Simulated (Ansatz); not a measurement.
The relaxed structure here is a generated cell of TiSe2: the first start was made by placing the elements on the sites of a structure type, and the end was not matched to a known phase here, so it may be hypothetical. Known forms of TiSe2 include space group No. 164.

One stationary structure of TiSe₂. Method: PBEsol (plane waves to 420 eV, PAW, scalar-relativistic; Ansatz, a first-principles code).

```
CELL_PARAMETERS angstrom
      7.06352     0.00000     0.00000
      0.00000     3.57986     0.00000
      0.00000     0.00000     8.41952
ATOMIC_POSITIONS crystal
  Se 0.02921 0.25000 0.35049
  Se 0.52921 0.25000 0.14951
  Se 0.97079 0.75000 0.64951
  Se 0.47079 0.75000 0.85049
  Se 0.63206 0.25000 0.58882
  Se 0.13206 0.25000 0.91118
  Se 0.36794 0.75000 0.41118
  Se 0.86794 0.75000 0.08882
  Ti 0.25598 0.25000 0.61390
  Ti 0.75598 0.25000 0.88610
  Ti 0.74402 0.75000 0.38610
  Ti 0.24402 0.75000 0.11390
```

Determine the symmetry and give the standard cell with its independent sites.

Space group Pnma (No. 62); a = 7.064 Å, b = 3.580 Å, c = 8.420 Å, α = 90.00°, β = 90.00°, γ = 90.00°

| atom | site | symmetry | x | y | z |
|---|---|---|---|---|---|
| Se | 4c | .m. | 0.0292 | 0.2500 | 0.3505 |
| Se | 4c | .m. | 0.1321 | 0.2500 | 0.9112 |
| Ti | 4c | .m. | 0.2440 | 0.7500 | 0.1139 |

This is the AFLOW prototype A2B_oP12_62_2c_c (C23, as in PbCl2).

Give the shortest distances between elements (the closest pairs, up to four, under 3.6 Å).

Se–Ti 2.60 Å; Se–Se 2.99 Å; Ti–Ti 3.58 Å.

Volume per atom: 17.74 Å³
Density: 6.42 g/cm³
Band gap: no gap on the sampled points, where the bands overlap only slightly; such a result is sensitive to mesh and level

No spin polarisation in the result.

The run could not lose the symmetry of its start, so the end can be a saddle point.
